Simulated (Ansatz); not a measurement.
Data:

AgI:
Space group Fm-3m (No. 225); a = b = c = 5.9001 Å, α = β = γ = 90.00°

| atom | site | symmetry | x | y | z |
|---|---|---|---|---|---|
| Ag | 4a | m-3m | 0.0000 | 0.0000 | 0.0000 |
| I | 4b | m-3m | 0.5000 | 0.5000 | 0.5000 |
(The calculation used a cell of 2 atoms; values per cell refer to that cell.)

This is the LDA-relaxed structure.

Question: All from the program Ansatz at the LDA level (PAW), unless another level is named. Predict the static dielectric constant ε0 (ions relaxed, cell fixed).

Answer: 16.9.

Question: Give the electronic dielectric constant ε∞ (DFPT).

Answer: 8.75.

Question: And the Born charges (a third of the trace)?

Answer: Ag +1.66, I -1.66 e.

This is a known high-pressure phase of the composition, computed here at zero pressure and temperature. Symmetry was held in the LDA relaxation; phonons show weakly imaginary modes. No spin polarisation was allowed. Spin–orbit coupling is left out wherever it is not named.

Potentials: the earlier of the program's two PAW sets. The files were generated under PBE; for other functionals the program regenerates the frozen cores, and for LDA and PBEsol the local potential too.
